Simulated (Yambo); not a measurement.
G0W0@PBEsol for Si2N2O (space group Cmc2_1, No. 36) in Yambo. Reference settings: 2×2×2 Γ-centred k mesh, 174 bands and a 7 Ry block in the screening, 174 bands in G with the Bruneval-Gonze terminator, plasmon pole fitted at 27.2 eV. The PBEsol gap Γ → Γ on this mesh is 5.02 eV; G0W0 gaps are taken between the same points.

With and without the terminator, as bands are cut:

| bands in G (in W) | gap, terminator (eV) | gap, none (eV) | valence shift, terminator (eV) | valence shift, none (eV) |
|---|---|---|---|---|
| 69 (174) | 6.819 | 6.588 | -0.934 | -0.283 |
| 114 (174) | 6.802 | 6.650 | -0.972 | -0.589 |
| 174 (174) | 6.813 | 6.742 | -0.985 | -0.772 |

Over this range the gap spans 0.017 eV with the terminator and 0.154 eV without, the valence shift 0.051 eV and 0.489 eV. Neither column has reached its limit for certain.

Geometry of the Materials Project entry, not relaxed at this level; primitive cell a = b = 5.2279 Å, c = 4.8586 Å, α = β = 90.00°, γ = 63.53°.

A shift is the quasiparticle energy of the state minus its PBEsol energy.
